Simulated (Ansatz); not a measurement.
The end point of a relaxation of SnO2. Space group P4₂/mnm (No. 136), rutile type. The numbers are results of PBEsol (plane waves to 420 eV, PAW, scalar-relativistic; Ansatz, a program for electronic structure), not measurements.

```cif
data_O4Sn2
_chemical_formula_sum 'Sn2 O4'
_space_group_name_H-M_alt 'P 1'
_space_group_IT_number 1
_cell_length_a 4.76857
_cell_length_b 4.76857
_cell_length_c 3.21126
_cell_angle_alpha 90.000
_cell_angle_beta 90.000
_cell_angle_gamma 90.000
loop_
_space_group_symop_operation_xyz
  'x, y, z'
loop_
_atom_site_label
_atom_site_type_symbol
_atom_site_fract_x
_atom_site_fract_y
_atom_site_fract_z
_atom_site_occupancy
Sn1 Sn 0.00000 0.00000 0.00000 1
Sn2 Sn 0.50000 0.50000 0.50000 1
O1 O 0.30629 0.30629 0.00000 1
O2 O 0.80629 0.19371 0.50000 1
O3 O 0.19371 0.80629 0.50000 1
O4 O 0.69371 0.69371 0.00000 1
```

- Volume per atom = 12.17 Å³
- Band gap = 0.92 eV, direct at Γ (no spin-orbit coupling)
- Shortest distances = O–Sn 2.07 Å; O–O 2.61 Å; Sn–Sn 3.21 Å
- k-mesh = 7×7×10

Band energies at high-symmetry points (eV from the VBM; labels of this space group; no spin-orbit coupling), from −5 eV up to 5.6 eV:

```json
[
 {"point": "Γ", "energies": "-4.06 -4.06 -3.95 -3.09 -2.03 -1.96 -1.26 -1.26 -0.77 -0.77 0.00 0.92"},
 {"point": "X", "energies": "-3.11 -3.11 -2.97 -2.97 -1.97 -1.97 -1.21 -1.21 -0.63 -0.63 4.14 4.14"},
 {"point": "M", "energies": "-3.89 -3.89 -3.02 -3.02 -1.98 -1.98 -1.34 -1.34 -0.89 -0.89 4.54 4.54"},
 {"point": "Z", "energies": "-4.23 -4.23 -3.79 -3.79 -2.64 -2.64 -1.64 -1.64 -1.24 -1.24"},
 {"point": "R", "energies": "-4.20 -4.20 -1.73 -1.73 -1.08 -1.08 -0.73 -0.73"},
 {"point": "A", "energies": "-5.00 -5.00 -2.58 -2.58 -2.44 -2.44 -0.95 -0.95 -0.82 -0.82 4.57 4.57"}
]
```

No spin polarisation in the result.

Measured for SnO2: a 4.73735 Å (room temperature; as listed in Zenji Hiroi, Progress in Solid State Chemistry (2015)); c 3.1864 Å (room temperature; as listed in Zenji Hiroi, Progress in Solid State Chemistry (2015)); gap 3.6 eV (0 K or low temperature; as listed in Wei Chen et al., Physical Review Materials (2018)). Computed minus measured — a: PBEsol +0.7 %; c: PBEsol +0.8 %; gap: PBEsol -2.68 eV. The computed values are for a static lattice, and a measured gap can be an optical one, lowered by exciton binding.

The run could not lose the symmetry of its start; a randomly shaken copy of 6 atoms returns to this structure.
